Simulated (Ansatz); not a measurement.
Input file for Ansatz (an electronic-structure program):

Ansatz 0.2 input:
```yaml
crystal:
  lattice:
    - [1.4920767999, 0.8614509421, 4.6248119113]
    - [-1.4920767999, 0.8614509421, 4.6248119113]
    - [0.0, -1.7229018841, 4.6248119113]
  atoms:
    - { symbol: Cr, position: [0.0, 0.0, 0.0], spin: 2.73 }
    - { symbol: N, position: [0.25, 0.25, 0.25], spin: 0.0 }
    - { symbol: Cr, position: [0.5, 0.5, 0.5], spin: -2.73 }
    - { symbol: N, position: [0.75, 0.75, 0.75], spin: 0.0 }
kpoints:
  mp_grid: { grid: [11, 11, 11] }
hamiltonian:
  xc: r2scan
  pseudopotentials: { kind: paw }
magnetization: { spin_polarized: true }
scf:
  occupations: { method: gaussian, width: 0.02 }
checkpoint: { read: static.run }
output: { bader: true, populations: true }
```

Output (shortened):

```
basis.fft_grid_basis auto: the FFT boxes are laid along the combinations [[1, 0, -1], [0, 1, -1], [0, 0, 1]] of the cell's own vectors, 2.984, 2.984 and 4.935 …
Pseudopotential: Cr, paw, valence charge 14
Pseudopotential: N, paw, valence charge 5
Functional definition: r2SCAN
Crystal: 4 atoms, lattice volume = 35.667 Å³
Basis set: ecut = 500 eV, 899 PW (Γ), FFT grids on a1−a3, a2−a3, a3, exchange–correlation on 96×96×144 points (64 copies of the dense FFT grid, shifted against one another)
Bands: 27, of which v1, the nominal top of the filled ones, is band 19 counted from 1 (18 counted from 0)
Symmetry: 12 space group operations
Space group: R-3m (ITA 166), of the structure as read, at distance tolerance 3.3e-5 Å
k-points: 146 of 1331
Stability of the state it starts from, as read at its close in the collinear treatment (another_mixer)
Starting moments: Σ|m| = 5.46 μB on 2 of 4 sites; this step starts from the density that it was given
the translation (0.5, 0.5, 0.5) carries every atom to within crystal.symmetry.tolerance of an atom of its element with the starting moment reversed, but both …
iter 1 solved again at ethr=8.27e-9 eV; its pass at ethr=3.10e-3 eV (dr2=3.14e-6 eV) is discarded
SCF iter   1: F=—  HF=-7538.485651 eV  |F-HF|=—  |Δ(HF+E_count)|=         —  Δρ=1.94e-7 (↑1.92e-7 ↓1.94e-7)  dr2=3.53e-11  dr2_τ=5.75e-13  dr2_m=4.07e-12  M=0.000 μB ∫|m|=5.703 μB  β_m=0.30  ethr=8.27e-9  ⟨swp⟩=3.4  Hψ=50770  notcnv=0
preconditioner: auto → none
SCF iter   2: F=-7538.485651 eV  HF=-7538.485651 eV  |F-HF|=4.27e-11  |Δ(HF+E_count)|=   2.70e-8  Δρ=2.06e-7 (↑2.05e-7 ↓2.06e-7)  dr2=4.95e-11  dr2_τ=1.14e-12  dr2_m=1.90e-12  M=0.000 μB ∫|m|=5.703 μB  ethr=1.00e-12  ⟨swp⟩=3.8  Hψ=19985  notcnv=0
SCF 1 converged in 2 iterations: F = -7538.485651 eV  dr2 = 4.95e-11
Stability not checked (another_mixer)
SCF converged after 2 iterations
Magnetization: 0.0000 μB (19.0000 up, 19.0000 down)
Absolute magnetization: 5.7002 μB (∫|ρ↑−ρ↓|, with the PAW one-centre terms)
Spin contamination: 2.7426 ħ² per cell (⟨S²⟩ above its minimum at these occupations)
Per-site moments (μB) at R_I (Å): [(2.369260966813901, 0.8558948800657451), (1.979679885630469e-10, 0.8558948800657453), (-2.3692609660070922, 0.8558948800657453), (1.9796729539220798e-10, 0.8558948800657451)]
Free energy (F): -7538.485651 eV
Harris-Foulkes:  -7538.485651 eV  (|F-HF|=4.27e-11)
Internal energy: -7538.485651 eV  (E = F + TS)
E sigma→0 (E₀):  -7538.485651 eV
Fermi energy:    16.832570 eV
--- Per-component energies (eV) ---
  E_band       = -327.163812
  E_kinetic    = 948.462403
  E_local      = -2802.186352  (includes V_loc(G=0)·N_el)
  E_nonlocal   = 253.362452
  E_hartree    = 1171.638143
  E_xc         = -394.735614
  E_vxc        = -568.186340  (∫ρ·V_xc dr)
  E_paw        = -2666.518049  (= ΣΔE_a)
  E_vpaw       = -536.051910  (= ΣTr[D̂ρ^β])
  E_aug_tail   = 0.000481  (compensation charges beyond the density's cutoff)
  E_vtau       = 34.159497  (kinetic-family band-sum trace: ∫τ·v_τ [+ j·A + Jᵃ·Aᵃ] dr)
  E_ewald      = -4047.905330
  E_core_change = -0.603784  (= ΣΔE_core)
  E_smearing   =  0.000000  (= −TS)
  E_closure    = 0.000000  (closes the sum)
  Σ components = -7538.485651   (vs F -7538.485651, Δ=0.00e0)
  [band-id]    e_kinetic+e_local+e_nonlocal+2·e_hartree+e_vxc+e_vpaw+e_augmentation_tail+e_vtau = -327.163483   (vs E_band -327.163812, Δ=3.29e-4)
--- Band table (eV; the first three rows and the last of 292) ---
  k-point 0 ↑: bands = ["-59.3029", "-55.8281", "-29.5852", "-29.4024", "-29.4024", "-26.0743", "-25.8698", "-25.8698", "-1.1611", "1.6565", "8.6613", "11.3128", "11.3128", "14.5397", "14.5397", "15.0891", "15.4109", "15.4109", "15.8626", "16.9954", …
  k-point 1 ↑: bands = ["-59.3015", "-55.8265", "-29.5825", "-29.4154", "-29.4054", "-26.0719", "-25.8856", "-25.8733", "-1.0207", "1.6135", "8.8439", "11.3142", "11.3823", "14.0123", "14.1984", "14.5953", "15.0673", "15.5387", "15.8504", "17.2267", …
  k-point 2 ↑: bands = ["-59.2976", "-55.8222", "-29.5751", "-29.4503", "-29.4135", "-26.0654", "-25.9277", "-25.8828", "-0.6286", "1.5144", "9.3273", "11.2677", "11.5679", "12.6185", "13.6195", "13.8036", "14.9552", "15.6418", "16.1090", "17.7287", …
  k-point 145 ↓: bands = ["-59.3014", "-55.8267", "-29.5778", "-29.4156", "-29.4054", "-26.0799", "-25.8855", "-25.8735", "0.0342", "0.1676", "11.1125", "11.4821", "12.1960", "12.6807", "12.8316", "12.9692", "14.8461", "14.9732", "16.0712", "18.5328", …
--- Löwdin populations: 4 sites ---
  site symbol       q [e]    m [muB]
     0     Cr     12.9962     2.7267
     1      N      5.9193     0.0000
     2     Cr     12.9962    -2.7267
     3      N      5.9193     0.0000
  spilling = 0.004448 (of n_electrons = 38.000000)
--- Bader charges: 4 sites ---
  site symbol  charge [e]  shift [e]    m [muB]
     0     Cr      1.6120     0.0000     2.6696
     1      N     -1.6121     0.0000     0.0000
     2     Cr      1.6120     0.0000    -2.6696
     3      N     -1.6121     0.0000     0.0000
  shift: an alarm, by how much a part of what the PAW files miss would move the charge. Where it is large, compare
  with a run on PAW files of another source; a small one proves nothing
  estimated error of the sums over rays = 5.7e-4 e
```

Cost: very roughly 60 core-seconds on shared cores.

A made-up cell: these elements were put on the sites of a structure type; the Crystallography Open Database copy checked does not list it. COD files the formula under space group No. 225, so this cell is another polymorph or a model. Whether it is the stable phase at ambient conditions was not checked. Symmetry was held in the r²SCAN relaxation, as lowered by the spin order; its stability against distortions is not shown here. Spin order of the final state: antiferromagnetic, chosen from 3 collinear starts compared on coarse meshes (ties went to the first, and starts can fall back to one state), not a proven ground state. Other orbital occupations within this spin state were not tried. No Hubbard U is applied. Point labels and valley counts follow the cell and symmetry of the run, lower than the named group.

Potentials: the later of the program's two PAW sets.

Ansatz is a plane-wave DFT program.
